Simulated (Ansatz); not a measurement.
Single point in Ansatz 0.2.0 with r2SCAN, no spin polarisation. Cutoff 500 eV, PAW datasets, 5×5×4 Γ-centred k mesh, gaussian filling (width 0.0127 eV).

Computed maps in the lattice plane spanned by a (left to right, 5.70 Å, 17 points from zero) and b (bottom to top, 9.76 Å, 26 points from zero), 73° apart, at height 0.750 along c. The fields are smooth PAW ones with compensation charges, not the true ones near nuclei.

Valence density. Digits on a logarithmic scale: 0 up to 0.03 e/Å³, each further digit a factor of 1.6, 9 from 1.3 e/Å³ up:
```
35788788653211112
55678888754322234
78777777776543346
99997666899975468
99999756999997568
99999766999998667
89999766799999556
67998777789997444
35566788887664333
22346787788653211
11134787388643211
22123578888643222
54322357777542234
88753234555422357
99985312222212469
99997420000001479
99998521000001369
99998531000000147
67886421001100024
34554310001110001
12232210001110000
02333210000000000
13555532110000000
25678764311000000
35788886432100001
35785587643210001
```

ELF. Ten even steps from '0' (0.00) to '9' (0.91):
```
25894158731000001
22488888731000122
33325787322100233
55642342368730234
57764221674782234
57875331570174133
45665233266685123
34443367734673013
33323787886210012
11225871179741000
00026982038863100
10003899778862001
33200489999841023
44431037998610134
22343101343100244
00034310000000344
10014320000000244
42134320000000134
44444310000000013
23333200000000001
00000000000000000
01122100000000000
26888741000000000
58999974100000000
69996787310000001
48980058520000001
```

The cell is TaTlAu$_{2}$S$_{4}$. Which atoms lie within 0.2 Å of this plane, and where (fractions of a and b)?

S at (0.46, 0.59), S at (0.27, 0.99), Au at (0.11, 0.78), Tl at (0.08, 0.36), Ta at (0.61, 0.77). The whole cell:
```
CELL_PARAMETERS angstrom
5.70020 0.00000 0.00000
2.85010 -9.33623 0.00000
0.00000 0.00000 -7.62401
ATOMIC_POSITIONS crystal
S 0.86200 0.78000 0.00180
S 0.86200 0.78000 0.49820
S 0.64200 0.22000 0.99820
S 0.64200 0.22000 0.50180
S 0.45800 0.58800 0.75000
S 0.04600 0.41200 0.25000
S 0.26900 0.99200 0.75000
S 0.26100 0.00800 0.25000
Au 0.10960 0.78280 0.75000
Au 0.89240 0.21720 0.25000
Au 0.53400 0.00000 0.00000
Au 0.53400 0.00000 0.50000
Tl 0.07620 0.36360 0.75000
Tl 0.43980 0.63640 0.25000
Ta 0.61240 0.77320 0.75000
Ta 0.38560 0.22680 0.25000
```

Origin: a known structure type with other elements, at an estimated volume, so it need not be a known compound. Caveats: atoms or cell far from equilibrium.
